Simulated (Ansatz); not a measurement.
C:
Space group Im-3m (No. 229); a = b = c = 4.8584 Å, α = β = γ = 90.00°

```json
[
 {"atom": "C", "site": "16f", "symmetry": ".3m", "x": "0.1627", "y": "0.1627", "z": "0.1627"}
]
```
(The calculation used a cell of 8 atoms; values per cell refer to that cell.)

Relaxed with r²SCAN. 

### Question
HSE06 on this cell (Ansatz, an electronic-structure program, PAW) gives a gap of 4.11 eV. What does r²SCAN give?

### Answer
3.07 eV.

Cost on shared cores: the r²SCAN run (SCF on a 8×8×8 mesh, then bands and DOS) very roughly 30 core-seconds, the HSE06 run (SCF on 5×5×5, then a few points) around 80 core-seconds (rough); the tasks are unlike.

The start of the workflow was typed in or built on a structure type; neither database checked (COD, Materials Project) lists it. It is not the phase usual at ambient conditions (space group No. 194, 227). The r²SCAN relaxation kept the symmetry of its start; whether a distortion lowers the energy is not shown.

Potentials: the later of the program's two PAW sets.

Ansatz is a plane-wave DFT program.
